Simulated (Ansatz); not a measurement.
Below is a relaxed structure of Al₄Fe₃Co. The cell was found from a structure generator's guess, not taken from experiment.

Computed with DFT PBE, scalar-relativistic, plane waves, PAW (Ansatz). Cutoff 420 eV, Γ-centred mesh, Gaussian smearing, collinear spin.

```xyz
8
Lattice="2.8665 0.0000 0.0000 0.0000 2.8665 0.0000 0.0000 0.0000 11.4852" Properties=species:S:1:pos:R:3 pbc="T T T"
Al    0.0000    0.0000    7.1802
Al    0.0000    0.0000    4.3050
Al    0.0000    0.0000    1.4410
Al    0.0000    0.0000   10.0442
Fe    1.4333    1.4333    2.8704
Fe    1.4333    1.4333    0.0000
Fe    1.4333    1.4333    8.6148
Co    1.4333    1.4333    5.7426
```

The zero of energy is the elements' standard structures at the same level; no fitted shifts are applied.

Task: Find its symmetry and describe it.

Result: P4/mmm (No. 123). Conventional cell: a = 2.867 Å, c = 11.485 Å. Around Al on its first site lie 4 Fe at 2.48 Å, 4 Co at 2.48 Å and 6 Al at 2.86–2.88 Å; Al on its second site is surrounded by 8 Fe at 2.48–2.49 Å and 6 Al at 2.86–2.88 Å; around Fe on a site of symmetry 4mm lie 8 Al at 2.48 Å, 5 Fe at 2.87 Å and 1 Co at 2.87 Å; around Co lie 8 Al at 2.48 Å, 4 Co at 2.87 Å and 2 Fe at 2.87 Å; 1 more site not described.

Task: How far does it lie from the elements in energy?

Result: −0.39 eV/atom. A negative formation energy is needed for stability but isn't enough: competing phases decide.

Task: Is it a metal?

Result: Yes, bands cross the Fermi level on the 14×14×4 mesh.

Task: Which magnetic moments does it keep?

Result: 0.23 μB per atom net, the space between the atoms included; by site: Co -0.1; Fe 0.6 (×2), 0.7 μB.

The last run used collinear spin, a 14×14×4 mesh (in the run's order of axes) for its 8-atom cell and Gaussian smearing of 0.10 eV. The magnetic state reached may not be the lowest. A later test with randomly moved atoms came back to the same energy, though modes that don't fit the test's cell weren't probed.
